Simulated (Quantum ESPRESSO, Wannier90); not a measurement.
**CdO (rock salt), plane waves to Wannier functions**

Materials Project entry mp-1132; symmetrised, unrelaxed at this level. COD (Crystallography Open Database) has an entry of this formula and space group (matched by these alone). Method: PBEsol plane waves in Quantum ESPRESSO 7.5 (PseudoDojo norm-conserving files, 82 Ry, no spin polarisation, no spin-orbit coupling), Bloch states on a 12×12×12 mesh through Γ, Wannier90 4.0.1. Density: 12×12×12 mesh, Gaussian smearing 0.01 Ry.

Input w.win:

```
num_bands = 17
num_wann = 8
exclude_bands = 1-4,6-10
num_iter = 0
conv_tol = 1.0e-6
conv_window = 4
dis_num_iter = 1000
dis_conv_tol = 1.0e-6
dis_froz_max = 14.02
write_hr = true
write_u_matrices = true
begin projections
Cd: s;p
O: s;p
end projections
begin unit_cell_cart
ang
    0.0000000000    2.3609950000    2.3609950000
    2.3609950000    0.0000000000    2.3609950000
    2.3609950000    2.3609950000    0.0000000000
end unit_cell_cart
begin atoms_frac
Cd   0.0000000000  0.0000000000  0.0000000000
O    0.5000000000  0.5000000000  0.5000000000
end atoms_frac
mp_grid = 12 12 12
begin kpoints
0.0000000000 0.0000000000 0.0000000000
0.0000000000 0.0000000000 0.0833333333
0.0000000000 0.0000000000 0.1666666667
... (1725 more lines: the 12x12x12 mesh through Gamma)
end kpoints
```

On the energy scale of pw.x, whose zero is arbitrary, the Fermi level lies at 12.52 eV. Lines of w_hr.dat (R1 R2 R3 m n Re Im, eV) for R = 0 and one of the shortest lattice vectors, rounded to 0.01 eV, lines under 0.02 eV left out; orbitals in order: Cd1 s, Cd1 pz, Cd1 px, Cd1 py, O2 s, O2 pz, O2 px, O2 py.

```
    0    0    0    1    1    16.57     0.00
    0    0    0    5    1     0.02     0.00
    0    0    0    2    2    23.76     0.00
    0    0    0    5    2     0.04     0.00
    0    0    0    3    3    23.77     0.00
    0    0    0    5    3     0.04     0.00
    0    0    0    4    4    23.76     0.00
    0    0    0    5    4     0.04     0.00
    0    0    0    1    5     0.02     0.00
    0    0    0    2    5     0.04     0.00
    0    0    0    3    5     0.04     0.00
    0    0    0    4    5     0.04     0.00
    0    0    0    5    5    -3.81     0.00
    0    0    0    6    6    11.40     0.00
    0    0    0    7    7    11.40     0.00
    0    0    0    8    8    11.40     0.00
   -1    0    0    1    1    -0.24     0.00
   -1    0    0    2    1     0.45     0.00
   -1    0    0    4    1     0.45     0.00
   -1    0    0    1    2    -0.45     0.00
   -1    0    0    2    2     0.63     0.00
   -1    0    0    4    2     0.72     0.00
   -1    0    0    3    3    -0.09     0.00
   -1    0    0    1    4    -0.45     0.00
   -1    0    0    2    4     0.72     0.00
   -1    0    0    4    4     0.63     0.00
   -1    0    0    1    5    -0.42     0.00
   -1    0    0    3    5    -1.01     0.00
   -1    0    0    6    5     0.09     0.00
   -1    0    0    8    5     0.09     0.00
   -1    0    0    2    6    -0.40     0.00
   -1    0    0    5    6    -0.09     0.00
   -1    0    0    6    6     0.04     0.00
   -1    0    0    8    6     0.17     0.00
   -1    0    0    1    7     1.33     0.00
   -1    0    0    3    7     1.82     0.00
   -1    0    0    4    8    -0.40     0.00
   -1    0    0    5    8    -0.09     0.00
   -1    0    0    6    8     0.17     0.00
   -1    0    0    8    8     0.04     0.00
```
